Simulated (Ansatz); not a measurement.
Input and command of a plane-wave DFT calculation in Ansatz:

```yaml
crystal:
  lattice:
    - [5.2109024234, -3.0058076114, 0.0]
    - [5.0858094897, 2.7889450721, 0.0]
    - [0.0, 0.0, 5.3440794047]
  atoms:
    - { symbol: In, position: [0.3239530857, 0.6744070155, 0.9882226557] }
    - { symbol: In, position: [0.6760469143, 0.3255929845, 0.4882226557] }
    - { symbol: Ga, position: [0.00666148, 0.3336030563, 0.9919275696] }
    - { symbol: Ga, position: [0.6655473255, 0.9931325983, 0.9920117541] }
    - { symbol: Ga, position: [0.99333852, 0.6663969437, 0.4919275696] }
    - { symbol: Ga, position: [0.3344526745, 0.0068674017, 0.4920117541] }
    - { symbol: "N", position: [0.024289822, 0.3334185051, 0.3599426364] }
    - { symbol: "N", position: [0.6638490991, 0.9739077332, 0.3601035484] }
    - { symbol: "N", position: [0.975710178, 0.6665814949, 0.8599426364] }
    - { symbol: "N", position: [0.3361509009, 0.0260922668, 0.8601035484] }
    - { symbol: "N", position: [0.305354262, 0.6921511968, 0.3957928358] }
    - { symbol: "N", position: [0.694645738, 0.3078488032, 0.8957928358] }
basis:
  ecutwfc: 420
kpoints:
  mp_grid: { grid: [6, 6, 6] }
hamiltonian:
  xc: pbe
scf:
  occupations: { method: gaussian, width: 0.02 }
output:
  forces: true
  stress: true
  eigenvalues: true
relax:
  adjacent_minimum: "off"
  f_tol: 0.008
  max_steps: 40
  cell: { stress_tol: 0.015, fix: [a, angles] }
```

```bash
ansatz run input.yaml --threads 2 --pin off --max-ram 5120MiB --backend cpu --events-out ev --progress --plain --runs-dir out
```

Processor: Arm Neoverse V2, 2 threads, on a host shared with other jobs.

Task: How long does it run, and how much memory does it take?

Result: About 4.2 min on 2 threads of Arm Neoverse V2 (shared host), peak memory 0.93 GiB. It solves 66 bands at 80 k points (the mesh reduced by symmetry) with about 3119 plane waves (on the last cell), in 35 SCF iterations over 6 ionic steps.
